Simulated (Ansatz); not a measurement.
Generalised stacking-fault energy along a line for PbTe (rock salt)

PbTe (rock salt) is sheared across one {110} plane: the third cell vector gains the shift, so faults repeat every 6.8 Å. The cut lies between planes 2.28 Å apart; the cell height is held.

```yaml
crystal:
  lattice:
    - [4.55545, 0.00000, 0.00000]
    - [0.00000, 6.44238, 0.00000]
    - [2.27772, 3.22119, 6.83317]
  atoms:
    - { symbol: Te, position: [0.00000, 0.00000, 0.83333] }
    - { symbol: Te, position: [0.33333, 0.33333, 0.16667] }
    - { symbol: Te, position: [0.66667, 0.66667, 0.50000] }
    - { symbol: Pb, position: [0.00000, 0.50000, 0.83333] }
    - { symbol: Pb, position: [0.33333, 0.83333, 0.16667] }
    - { symbol: Pb, position: [0.66667, 0.16667, 0.50000] }
```

In-plane vectors a = (4.555, 0.000) Å, b = (0.000, 6.442) Å, area 29.35 Å². The shift is s times the vector a (length 4.555 Å), so s = 1 restores the start. The shift is rigid: no atom relaxes. γ = [E(shift) − E(0)] / area.

Level of theory: PBEsol (plane waves to 420 eV, PAW, scalar-relativistic; Ansatz, a quantum-chemistry and plane-wave program). k mesh 7×7×7 (Γ-centred), Fermi-Dirac smearing 0.05 eV. Energies are extrapolated to zero smearing. Stress and pressure are positive under compression. As the smearing reaches across the gap at some points, the k mesh leaves noise in γ, roughly 0.02 J/m² as judged from a few cases. Faults lie only 6.8 Å apart, and holding the cell height and the atoms raises γ above its relaxed value. PbTe was relaxed with its symmetry unable to fall. Spin-orbit coupling is left out, though Pb and Te are heavy. The PAW data are Ansatz's earlier set. γ is measured from zero shift.

```json
[
 {"s": "0.000", "γ (J/m²)": "0.00", "σ normal to the fault (GPa)": "0.0"},
 {"s": "0.083", "γ (J/m²)": "0.13", "σ normal to the fault (GPa)": "1.6"},
 {"s": "0.167", "γ (J/m²)": "0.56", "σ normal to the fault (GPa)": "6.5"},
 {"s": "0.250", "γ (J/m²)": "1.29", "σ normal to the fault (GPa)": "15.2"},
 {"s": "0.333", "γ (J/m²)": "2.25", "σ normal to the fault (GPa)": "26.7"},
 {"s": "0.417", "γ (J/m²)": "3.13", "σ normal to the fault (GPa)": "37.9"},
 {"s": "0.500", "γ (J/m²)": "3.50", "σ normal to the fault (GPa)": "42.7"},
 {"s": "0.583", "γ (J/m²)": "3.13", "σ normal to the fault (GPa)": "37.9"},
 {"s": "0.667", "γ (J/m²)": "2.25", "σ normal to the fault (GPa)": "26.7"},
 {"s": "0.750", "γ (J/m²)": "1.29", "σ normal to the fault (GPa)": "15.2"},
 {"s": "0.833", "γ (J/m²)": "0.56", "σ normal to the fault (GPa)": "6.5"},
 {"s": "0.917", "γ (J/m²)": "0.13", "σ normal to the fault (GPa)": "1.6"}
]
```

Summary:

- Highest computed γ on the line = 3.50 J/m²
- Position of the highest point = s = 0.500
- Local minima between the ends = no computed point is one
- Steepest slope dγ/d(shift) before the first maximum (spline) = 26 GPa

(The slope of γ gives the shear force per area between the displaced halves; near zero shift its curvature is an elastic stiffness.)
